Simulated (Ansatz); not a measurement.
BP:
```xyz
2
Lattice="0.0000 2.2683 2.2683 2.2683 0.0000 2.2683 2.2683 2.2683 0.0000" Properties=species:S:1:pos:R:3 pbc="T T T"
P      3.4025     3.4025     3.4025
B      0.0000     0.0000     0.0000
```

Relaxed with r²SCAN. 

Q: HSE06 on this cell (Ansatz, an electronic-structure program, PAW) gives a gap of 1.96 eV. What does r²SCAN give?

A: 1.41 eV.

Cost on shared cores: the r²SCAN run (SCF on a 10×10×10 mesh, then bands and DOS) about 12 core-seconds (a rough figure), the HSE06 run (SCF on 8×8×8, then a few points) around 50 core-seconds (rough); the tasks are unlike.

Space group F-43m (zinc blende). Symmetry was held in the r²SCAN relaxation; phonons on a q-mesh show no instability.

Potentials: the later of the program's two PAW sets.

Ansatz is a plane-wave DFT program.
